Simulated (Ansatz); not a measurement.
TiAl2:
Space group Cmmm (No. 65); a = 3.9125 Å, b = 12.0715 Å, c = 3.9923 Å, α = 90.00°, β = 90.00°, γ = 90.00°

```
atom  site  symmetry       x       y       z
----  ----  --------  ------  ------  ------
Al      2a       mmm  0.0000  0.0000  0.0000
Al      4j       m2m  0.5000  0.3274  0.5000
Ti      4i       m2m  0.0000  0.3436  0.0000
Al      2c       mmm  0.0000  0.5000  0.5000
```
(The calculation used a cell of 6 atoms; values per cell refer to that cell.)

Relaxed at zero pressure with r²SCAN in the plane-wave PAW code Ansatz.

Problem. The volume is raised by 6 % and shape and atoms relax at that volume. What pressure results, and how do the axes share the change?

Solution. -6.1 GPa; a 1.9 %, b 1.9 %, c 2.0 %; the energy rises by 19 meV/atom.

Problem. Give the new structure.

Solution. 
Space group Cmmm (No. 65); a = 3.988 Å, b = 12.302 Å, c = 4.073 Å, α = 90.00°, β = 90.00°, γ = 90.00°

```
atom  site  symmetry       x       y       z
----  ----  --------  ------  ------  ------
Al      2a       mmm  0.0000  0.0000  0.0000
Al      4j       m2m  0.5000  0.3267  0.5000
Ti      4i       m2m  0.0000  0.3440  0.0000
Al      2c       mmm  0.0000  0.5000  0.5000
```

The phase is kept; no other phase was compared at this pressure.

The workflow started from an entry of the Crystallography Open Database (COD). Its standing as an ambient phase is unchecked. Symmetry was held in the r²SCAN relaxation; whether a distortion lowers the energy is not shown. The run is not spin-polarised. Axis ratios of metals converge slowly with the k-mesh, so a and c are less sure than the volume.

Potentials: the later of the program's two PAW sets.
